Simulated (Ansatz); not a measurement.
Question: Each is relaxed and computed with r²SCAN in the plane-wave PAW code Ansatz. Which is the only metal?
A) BaAlGeH, P3m1 (Ba on 1b, Al on 1a, Ge on 1c, H on 1a)
B) BaGaGeH, P3m1 (Ba on 1b, Ga on 1a, Ge on 1c, H on 1a)
C) Ba2HfO4, I4/mmm (Ba on 4e, Hf on 2a, O on 4c, O on 4e)
D) BaCo2Ge2, I4/mmm (Ba on 2a, Co on 4d, Ge on 4e)

Answer: D, BaCo2Ge2, I4/mmm (Ba on 2a, Co on 4d, Ge on 4e). BaCo2Ge2: metal; Ba2HfO4: gap 3.84 eV (indirect); BaAlGeH: gap 1.02 eV (indirect); BaGaGeH: gap 0.56 eV. Standing as an ambient phase not checked: BaCo2Ge2, I4/mmm (Ba on 2a, Co on 4d, Ge on 4e); Ba2HfO4, I4/mmm (Ba on 4e, Hf on 2a, O on 4c, O on 4e); BaAlGeH, P3m1 (Ba on 1b, Al on 1a, Ge on 1c, H on 1a); BaGaGeH, P3m1 (Ba on 1b, Ga on 1a, Ge on 1c, H on 1a). All cells were relaxed under the symmetry of their starts (and spin orders); stability against distortions was not tested throughout. Rows with no word on spin ran without spin polarisation. Scalar-relativistic: spin–orbit coupling is off unless named, which matters more the heavier the elements.

Potentials: the later of the program's two PAW sets.
